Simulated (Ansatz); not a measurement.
# Y (P6_3/mmc): several responses side by side

Conventional cell: a = 3.594 Å, b = 3.594 Å, c = 5.607 Å, α = 90.00°, β = 90.00°, γ = 120.00°. Y (atom 1) has 12 Y at 3.49 to 3.59 Å as nearest neighbours.

Ansatz runs use the cell relaxed by PAW under their functional.

Task: What do its conduction electrons give? (PBEsol, all-electron LAPW in Ansatz 0.2.0, scalar-relativistic; a = 3.594, c = 5.607 Å; k mesh 10×10×6, fine mesh 16×16×12, Fermi-Dirac smearing of 0.100 eV, basis error target 1 meV/atom)

Result: Fermi-surface sums: N(E_F) = 1.84 states/eV/atom, ħω_p (r.m.s. of x, y, z) = 4.2 eV, Fermi speed = 0.32×10⁶ m/s.

Task: How stiff is it? (PBEsol, all-electron LAPW in Ansatz 0.2.0, scalar-relativistic; a = 3.592, c = 5.614 Å; k mesh 16×16×8, strains of ±0.008, Fermi-Dirac smearing of 0.100 eV, basis error target 0.5 meV/atom)

Result: Elastic moduli (Hill averages, relaxed ions; θ_D from sound speeds over directions): B = 42.2 GPa, G = 26.4 GPa, C11 = 77.1 GPa, C33 = 82.5 GPa, C44 = 25.6 GPa, ν = 0.241, θ_D = 248 K.

Task: How does it vibrate? (PBEsol, all-electron LAPW in Ansatz 0.2.0, scalar-relativistic; a = 3.596, c = 5.598 Å; k mesh 12×12×6, Fermi-Dirac smearing of 0.080 eV, basis error target 1 meV/atom; q mesh 3×3×1)

Result: Harmonic phonons by finite displacements (negative means unstable): highest mode = 152 cm⁻¹, lowest at K = 109 cm⁻¹, lowest optical at Γ = 86.4 cm⁻¹, highest at Γ = 152 cm⁻¹.

Known limits: large density of states at the Fermi level, a magnetic or distorted state may lie lower (Fermi surface); these sums move with the mesh, by several per cent and more for small sheets (Fermi surface); responses of metals move with mesh and smearing (moduli, phonons); elastic stability says nothing of phonons or of other phases (moduli).
